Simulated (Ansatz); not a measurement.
HfC in space group Pm-3m (No. 221; Hf on 3c, C on 3d) under volume change, r²SCAN in the plane-wave PAW code Ansatz, scaled uniformly.

```tsv
V (Å³/atom)	E − E(relaxed) (meV/atom)	P (GPa)
14.288	74.6	18.25
14.759	31.5	11.26
15.230	7.5	5.22
15.701	0.0	0.00
16.172	6.9	-4.56
16.643	26.2	-8.53
17.114	56.5	-11.98
```

What does a third-order Birch–Murnaghan fit give for V₀, B₀ and B′?

V₀ = 15.70 Å³/atom, B₀ = 163 GPa, B′ = 3.7.

The start of the workflow was typed in or built on a structure type; neither database checked (COD, Materials Project) lists it. It is not the phase usual at ambient conditions (space group No. 225). The cell was relaxed with r²SCAN under the symmetry of its start; its stability against distortions is not shown here. The run is not spin-polarised. Its formation energy is positive at this level, so the cell may be metastable or incomplete. Scalar-relativistic: spin–orbit coupling is off unless named, which matters more the heavier the elements.

Potentials: the earlier of the program's two PAW sets.
